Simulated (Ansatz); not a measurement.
All numbers below come from DFT PBE, scalar-relativistic, plane waves, PAW (Ansatz 0.2.0). Plane waves to 420 eV, an 8×4×4 mesh through Γ for the 8-atom cell and 0.02 eV Gaussian smearing; no spin polarisation.

Energies over the elements count from the elements' standard structures at the same level, with no fitted energy shifts.

**Question.** Propose a candidate for an orthorhombic semiconductor with formula Al₃InAs₄, with a gap near 1.0 eV, a formation energy near −0.41 eV/atom and about 25 Å³ per atom, in a cell of 8 atoms. Its symmetry should be Amm2 (No. 38).

**Answer.** Al₃InAs₄, space group Amm2 (No. 38). Al on a site of symmetry mm2 is surrounded by 4 As at 2.49–2.53 Å; Al on a site of symmetry m is surrounded by 4 As at 2.46–2.53 Å; In has 4 As at 2.61–2.63 Å; around As on a site of symmetry m lie 3 Al at 2.49 Å and 1 In at 2.63 Å; 2 more sites not described.

```cif
data_structure
_symmetry_space_group_name_H-M 'Amm2'
_symmetry_Int_Tables_number 38
_cell_length_a 4.1269
_cell_length_b 8.2594
_cell_length_c 11.6771
_cell_angle_alpha 90.000
_cell_angle_beta 90.000
_cell_angle_gamma 90.000
_cell_volume 398.02
loop_
_atom_site_label
_atom_site_type_symbol
_atom_site_symmetry_multiplicity
_atom_site_Wyckoff_symbol
_atom_site_fract_x
_atom_site_fract_y
_atom_site_fract_z
_atom_site_occupancy
Al1 Al 2 a 0.00000 0.50000 0.50005 1
Al2 Al 4 e 0.50000 0.25067 0.24987 1
In1 In 2 a 0.00000 0.50000 0.00070 1
As1 As 4 d 0.00000 0.76070 0.13042 1
As2 As 2 b 0.50000 0.50000 0.86359 1
As3 As 2 b 0.50000 0.50000 0.37506 1
```

The volume per atom is 24.88 Å³ and the density is 4.13 g/cm³. The formation energy is −0.409 eV/atom and the gap on the 8×4×4 mesh of the 8-atom cell is 0.97 eV.

The structure comes from a generated guess, relaxed at this level; another structure or a mixture of phases may lie lower. Other answers may fit too; this one was computed.

Kohn–Sham gaps at this level usually fall short of measured ones. The reference form of As is held partly by dispersion forces, which this level lacks. A later test with randomly moved atoms came back to the same energy, though modes that don't fit the test's cell weren't probed.
